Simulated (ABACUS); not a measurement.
Checks by hand on Hf (P6_3/mmc, 2 atoms in the cell; from Materials Project mp-103)

```yaml
crystal:
  lattice:
    - [3.19238, 0.00000, 0.00000]
    - [-1.59619, 2.76468, 0.00000]
    - [0.00000, 0.00000, 5.04504]
  atoms:
    - { symbol: Hf, position: [0.33333, 0.66667, 0.25000] }
    - { symbol: Hf, position: [0.66667, 0.33333, 0.75000] }
```

Level of theory: PBEsol, numerical atomic orbitals DZP (confined pseudo-atomic orbitals; energy shift 0.01 Ry), PseudoDojo 0.4 standard norm-conserving PBEsol (tails mended) pseudopotentials (ABACUS 3.10.1).

Main settings: basis = DZP numerical atomic orbitals, energy shift 0.01 Ry; KPT = Gamma 12 12 7 0 0 0; basis_type = lcao; ecutwfc = 100 Ry; smearing_method = fd; smearing_sigma = 0.00734986 Ry; potentials = PseudoDojo 0.4 standard norm-conserving PBEsol (tails mended); symmetry = 1.

The atom-centred basis is finite, which shifts total energies and pressures against plane waves. The structure comes from a collection of computed structures, made at another level of theory; the collection holds predicted forms beside known ones.

With Fermi-Dirac occupations of width kT = 0.1000 eV the run gave E = -3067.0109 eV and F = E − TS = -3067.0674 eV for the cell.

Extrapolate the energy to zero width, and estimate the density of states at the Fermi level.

TS = E − F = 0.0565 eV. To second order in the width E rises and F falls by the same amount, so E(0) ≈ (E + F)/2 = -3067.0392 eV. The Sommerfeld expansion gives TS = (π²/3) g (kT)², so g ≈ 3 × 0.0565/(π² × 0.1000²) = 1.72 states/eV for the cell, 0.86 an atom (both spins). This g is a mean over a few kT around the Fermi level on this mesh. It implies a bare coefficient γ = (π²/3) k_B² g = 2.357 × 0.86 = 2.0 mJ/(mol K²) for a mole of atoms, without any enhancement by phonons or spin fluctuations.

The atomic orbitals were generated for these runs; they are not ABACUS's published sets and were checked against plane waves on a few crystals only.

“Tails mended”: in these copies of the files the far tail of each local potential was reset to the Coulomb form.
